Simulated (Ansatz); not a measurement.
An Ansatz (a program for electronic structure) run. Input:

Ansatz 0.2 input:
```yaml
crystal:
  lattice:
    - [3.2740899145, 0.0, 0.0]
    - [0.0, 3.9442321237, 0.0]
    - [0.0, 0.0, 5.5606711708]
  atoms:
    - { symbol: C, position: [0.0, 0.0, 0.9754677501] }
    - { symbol: Si, position: [0.5, 0.0, 0.1532784151] }
    - { symbol: Ge, position: [0.5, 0.5, 0.3961258161] }
    - { symbol: Sn, position: [0.0, 0.5, 0.7754180187] }
kpoints:
  mp_grid: { grid: [12, 10, 8] }
hamiltonian:
  xc: r2scan
  pseudopotentials: { azcp: { folder: ./paw }, kind: paw }
scf:
  occupations: { method: gaussian, width: 0.05 }
checkpoint: { read: metal.run }
output: { bader: true, populations: true }
```

Output (shortened):

```
Pseudopotential: C, paw, valence charge 4
Pseudopotential: Si, paw, valence charge 4
Pseudopotential: Ge, paw, valence charge 14
Pseudopotential: Sn, paw, valence charge 14
Functional definition: r2SCAN
Crystal: 4 atoms, lattice volume = 71.809 Å³
Basis set: ecut = 500 eV, 1817 PW (Γ), exchange–correlation on 96×120×180 points (64 copies of the dense FFT grid, shifted against one another)
Bands: 26, of which v1, the nominal top of the filled ones, is band 18 counted from 1 (17 counted from 0)
Symmetry: 4 space group operations
Space group: Pmm2 (ITA 25), of the structure as read, at distance tolerance 4.2e-5 Å
k-points: 210 of 960 (time reversal used)
Stability of the state it starts from, as read at its close in the unpolarized treatment …
iter 1 solved again at ethr=5.34e-7 eV; its pass at ethr=3.10e-3 eV (dr2=1.92e-4 eV) is discarded
SCF iter   1: F=—  HF=-11230.448500 eV  |F-HF|=—  |Δ(HF+E_count)|=         —  Δρ=1.75e-6  dr2=1.51e-9  dr2_τ=9.98e-11  ethr=5.34e-7  ⟨swp⟩=3.0  Hψ=41500  notcnv=0
preconditioner: auto → Kerker (q_TF=auto, 2.432 Å⁻¹)
SCF iter   2: F=—  HF=-11230.448501 eV  |F-HF|=—  |Δ(HF+E_count)|=   4.16e-7  Δρ=1.02e-6  dr2=4.69e-10  dr2_τ=1.23e-10  ethr=4.18e-12  ⟨swp⟩=7.4  Hψ=23949  notcnv=0
SCF iter   3: F=-11230.448501 eV  HF=-11230.448501 eV  |F-HF|=2.16e-10  |Δ(HF+E_count)|=  2.42e-10  Δρ=6.42e-7  dr2=2.02e-10  dr2_τ=1.66e-11  ethr=1.30e-12  ⟨swp⟩=1.0  Hψ=13960  notcnv=0
SCF 1 converged in 3 iterations: F = -11230.448501 eV  dr2 = 2.02e-10
SCF converged after 3 iterations
Free energy (F): -11230.448501 eV
Harris-Foulkes:  -11230.448501 eV  (|F-HF|=2.16e-10)
Internal energy: -11230.447534 eV  (E = F + TS)
E sigma→0 (E₀):  -11230.448017 eV
Entropy (-TS):   -0.000967 eV (-0.242 meV/atom)
Fermi energy:    10.358550 eV
--- Per-component energies (eV) ---
  E_band       = -222.274788
  E_kinetic    = 387.209565
  E_local      = -3512.093152  (includes V_loc(G=0)·N_el)
  E_nonlocal   = 406.779198
  E_hartree    = 1697.190603
  E_xc         = -280.140984
  E_vxc        = -267.832942  (∫ρ·V_xc dr)
  E_paw        = -7040.530309  (= ΣΔE_a)
  E_vpaw       = -645.117715  (= ΣTr[D̂ρ^β])
  E_aug_tail   = 0.000107  (compensation charges beyond the density's cutoff)
  E_vtau       = 14.399419  (kinetic-family band-sum trace: ∫τ·v_τ [+ j·A + Jᵃ·Aᵃ] dr)
  E_ewald      = -2888.410916
  E_core_change = -0.451646  (= ΣΔE_core)
  E_smearing   = -0.000967  (= −TS)
  E_closure    =  0.000000  (closes the sum)
  Σ components = -11230.448501   (vs F -11230.448501, Δ=0.00e0)
  [band-id]    e_kinetic+e_local+e_nonlocal+2·e_hartree+e_vxc+e_vpaw+e_augmentation_tail+e_vtau = -222.274314   (vs E_band -222.274788, Δ=4.74e-4)
--- Band table (eV; the first three rows and the last of 210) ---
  k-point 0: bands = ["-15.3287", "-15.3161", "-15.2580", "-15.2437", "-15.2410", "-12.7797", "-12.6236", "-12.6206", "-12.6139", "-12.5617", "-5.1762", "-0.6231", "1.0520", "4.9078", "6.0550", "7.6861", "9.1134", "9.3384", "11.0403", "12.5663", "12.8803", …
  k-point 1: bands = ["-15.3287", "-15.3160", "-15.2580", "-15.2436", "-15.2410", "-12.7797", "-12.6234", "-12.6208", "-12.6142", "-12.5617", "-5.1389", "-0.9793", "1.5069", "4.9520", "6.0640", "7.3758", "8.8963", "9.4597", "11.2547", "12.4726", "12.8803", …
  k-point 2: bands = ["-15.3287", "-15.3158", "-15.2579", "-15.2434", "-15.2410", "-12.7796", "-12.6230", "-12.6211", "-12.6147", "-12.5617", "-5.0405", "-1.5594", "2.3815", "5.0691", "6.0860", "6.6706", "8.4402", "9.7559", "11.6658", "12.2710", "12.7888", …
  k-point 209: bands = ["-15.3294", "-15.2870", "-15.2602", "-15.2589", "-15.2290", "-12.7111", "-12.6458", "-12.6407", "-12.5671", "-12.5423", "-2.2444", "0.8088", "1.4563", "2.5029", "4.8680", "5.1754", "5.4124", "5.4687", "12.8401", "13.1367", "13.5835", …
--- Löwdin populations: 4 sites ---
  site symbol       q [e]
     0      C      4.8839
     1     Si      3.3519
     2     Ge     14.2842
     3     Sn     13.3105
  spilling = 0.004707 (of n_electrons = 36.000000)
--- Bader charges: 4 sites ---
  site symbol  charge [e]  shift [e]
     0      C     -2.0586     0.0053
     1     Si      1.7744     0.0078
     2     Ge     -0.5289     0.0017
     3     Sn      0.8131     0.0042
  shift: an alarm, by how much a part of what the PAW files miss would move the charge. Where it is large, compare
  with a run on PAW files of another source; a small one proves nothing
  estimated error of the sums over rays = 2.9e-4 e
```

Cost: about 100 core-seconds (a rough figure) on shared cores.

The start of the workflow was typed in or built on a structure type; neither database checked (COD, Materials Project) lists it. Its standing as an ambient phase is unchecked. The cell keeps a stress of up to 0.2 GPa. The cell was relaxed with r²SCAN under the symmetry of its start; whether a distortion lowers the energy is not shown. Its formation energy is positive at this level, so the cell may be metastable or incomplete. Spin–orbit coupling is left out wherever it is not named.

Potentials: the earlier of the program's two PAW sets.

Ansatz is a plane-wave DFT program.
